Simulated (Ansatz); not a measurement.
Ga$_{2}$O$_{3}$:
```yaml
crystal:
  lattice:
    - [5.04227, 0.00000, 0.00000]
    - [0.00000, 8.67322, 0.00000]
    - [0.00000, 0.00000, 9.28526]
  atoms:
    - { symbol: Ga, position: [0.67848, 0.15174, 0.20695] }
    - { symbol: Ga, position: [0.32152, 0.84826, 0.70695] }
    - { symbol: Ga, position: [0.82152, 0.65174, 0.70695] }
    - { symbol: Ga, position: [0.17848, 0.34826, 0.20695] }
    - { symbol: Ga, position: [0.68761, 0.83836, 0.01764] }
    - { symbol: Ga, position: [0.31239, 0.16164, 0.51764] }
    - { symbol: Ga, position: [0.81239, 0.33836, 0.51764] }
    - { symbol: Ga, position: [0.18761, 0.66164, 0.01764] }
    - { symbol: Ga, position: [0.17888, 0.03204, 0.00457] }
    - { symbol: Ga, position: [0.82112, 0.96796, 0.50457] }
    - { symbol: Ga, position: [0.32112, 0.53204, 0.50457] }
    - { symbol: Ga, position: [0.67888, 0.46796, 0.00457] }
    - { symbol: Ga, position: [0.69239, 0.15069, 0.79529] }
    - { symbol: Ga, position: [0.30761, 0.84931, 0.29529] }
    - { symbol: Ga, position: [0.80761, 0.65069, 0.29529] }
    - { symbol: Ga, position: [0.19239, 0.34931, 0.79529] }
    - { symbol: O, position: [0.97784, 0.51187, 0.14157] }
    - { symbol: O, position: [0.02216, 0.48813, 0.64157] }
    - { symbol: O, position: [0.52216, 0.01187, 0.64157] }
    - { symbol: O, position: [0.47784, 0.98813, 0.14157] }
    - { symbol: O, position: [0.34650, 0.84087, 0.90645] }
    - { symbol: O, position: [0.65350, 0.15913, 0.40645] }
    - { symbol: O, position: [0.15350, 0.34087, 0.40645] }
    - { symbol: O, position: [0.84650, 0.65913, 0.90645] }
    - { symbol: O, position: [0.02705, 0.82465, 0.13521] }
    - { symbol: O, position: [0.97295, 0.17535, 0.63521] }
    - { symbol: O, position: [0.47295, 0.32465, 0.63521] }
    - { symbol: O, position: [0.52705, 0.67535, 0.13521] }
    - { symbol: O, position: [0.47903, 0.66750, 0.64678] }
    - { symbol: O, position: [0.52097, 0.33250, 0.14678] }
    - { symbol: O, position: [0.02097, 0.16750, 0.14678] }
    - { symbol: O, position: [0.97903, 0.83250, 0.64678] }
    - { symbol: O, position: [0.34944, 0.17085, 0.87968] }
    - { symbol: O, position: [0.65056, 0.82915, 0.37968] }
    - { symbol: O, position: [0.15056, 0.67085, 0.37968] }
    - { symbol: O, position: [0.84944, 0.32915, 0.87968] }
    - { symbol: O, position: [0.65077, 0.49814, 0.41207] }
    - { symbol: O, position: [0.34923, 0.50186, 0.91207] }
    - { symbol: O, position: [0.84923, 0.99814, 0.91207] }
    - { symbol: O, position: [0.15077, 0.00186, 0.41207] }
```

Relaxed with r²SCAN. Special points in fractions of this cell's reciprocal vectors: Γ (0.000, 0.000, 0.000); X (0.500, 0.000, 0.000); S (0.500, 0.500, 0.000); Y (0.000, 0.500, 0.000); Z (0.000, 0.000, 0.500); U (0.500, 0.000, 0.500); R (0.500, 0.500, 0.500); T (0.000, 0.500, 0.500).

Task: List the band energies nearest the valence-band maximum at these points for r²SCAN (plane waves, PAW; program Ansatz).

Result: In eV from the valence-band maximum; about four levels below and three above (degenerate sets whole), none deeper than 8.9 eV; points with the same levels are listed once.

```tsv
k	below	above
Γ	-0.16 -0.16 -0.13 -0.04 0.00	3.16 5.80 6.45
X	-0.12 -0.12 -0.06 -0.06	6.02 6.02 6.66 6.66
S	-0.13 -0.13 -0.09 -0.09	6.38 6.38 6.50 6.50
Y	-0.20 -0.20 -0.03 -0.03	4.53 4.53 6.52 6.52
Z	-0.12 -0.12 -0.07 -0.07	4.36 4.36 6.61 6.61
U	-0.13 -0.13 -0.13 -0.13	6.40 6.40 6.40 6.40
R	-0.13 -0.13 -0.09 -0.09	6.63 6.63 6.70 6.70
T	-0.19 -0.19 -0.08 -0.08	5.20 5.20 5.39 5.39
```

Space group Pna2_1. The start of the workflow was typed in or built on a structure type; neither database checked (COD, Materials Project) lists it. It is not the phase usual at ambient conditions (space group No. 12, 167). The cell was relaxed with r²SCAN under the symmetry of its start; its stability against distortions is not shown here. Spin–orbit coupling is left out wherever it is not named.

Potentials: the later of the program's two PAW sets.
